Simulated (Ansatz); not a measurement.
A trial form of Li₄CF

Level of theory: DFT PBE, scalar-relativistic, plane waves, PAW (Ansatz). Cutoff 420 eV, Gaussian smearing, Γ-centred meshes. Cell and atoms relax on a converged mesh. In metals the finer mesh still leaves noise of several meV/atom or more. The steps can't lower the symmetry of their start. No spin polarisation.

The guess for Li₄CF was made by a generator: ordered mixture on the anion sites of antifluorite (P4/mmm, No. 123) (occupants of the shared sites, in ratio, C: 1, F: 1). Lengths were set from tabulated atomic sizes, so they are only a guess.

```yaml
crystal:
  lattice:
    - [3.49787, 0.00000, 0.00000]
    - [0.00000, 3.49787, 0.00000]
    - [0.00000, 0.00000, 4.94674]
  atoms:
    - { symbol: Li, position: [0.50000, 0.00000, 0.25000] }
    - { symbol: Li, position: [0.00000, 0.50000, 0.75000] }
    - { symbol: Li, position: [0.50000, 0.00000, 0.75000] }
    - { symbol: Li, position: [0.00000, 0.50000, 0.25000] }
    - { symbol: C, position: [0.00000, 0.00000, 0.00000] }
    - { symbol: F, position: [0.50000, 0.50000, 0.50000] }
```

Formation energies are uncorrected and refer to the elements' standard structures at the same level (F₂ as a molecule).

Question: Where does the relaxation end?

Answer: The symmetry stays P4/mmm (No. 123). The volume per atom grows by 5.7 %, from 10.1 to 10.7 Å³. The shortest distance goes from 2.14 Å (Li–C and Li–F) to 2.15 Å (Li–C). Conventional cell: a = 3.529 Å, c = 5.137 Å. Around Li lie 2 C at 2.15 Å, 2 F at 2.22 Å, 5 Li at 2.45–2.50 Å and 1 Li at 2.69 Å; around C lie 8 Li at 2.15 Å; F has 8 Li at 2.22 Å.

```yaml
crystal:
  lattice:
    - [3.52889, 0.00000, 0.00000]
    - [0.00000, 3.52889, 0.00000]
    - [0.00000, 0.00000, 5.13683]
  atoms:
    - { symbol: Li, position: [0.50000, 0.00000, 0.23815] }
    - { symbol: Li, position: [0.00000, 0.50000, 0.76185] }
    - { symbol: Li, position: [0.50000, 0.00000, 0.76185] }
    - { symbol: Li, position: [0.00000, 0.50000, 0.23815] }
    - { symbol: C, position: [0.00000, 0.00000, 0.00000] }
    - { symbol: F, position: [0.50000, 0.50000, 0.50000] }
```

Question: Give its energy and gap.

Answer: The energy over the elements is −0.59 eV/atom. The gap on the 10×10×8 mesh of the 6-atom cell is 0 eV (a metal).

A negative formation energy is needed for stability but isn't enough: competing phases decide.

The last run used Gaussian smearing of 0.10 eV. An odd number of electrons in the primitive cell allows no gap without spin; a larger cell or a magnetic state could open one. The cell is a metal run without spin; a magnetic state may lie lower. The reference form of C is held partly by dispersion forces, which this level lacks. Symmetry constrained the relaxation, so the result can be a saddle point.
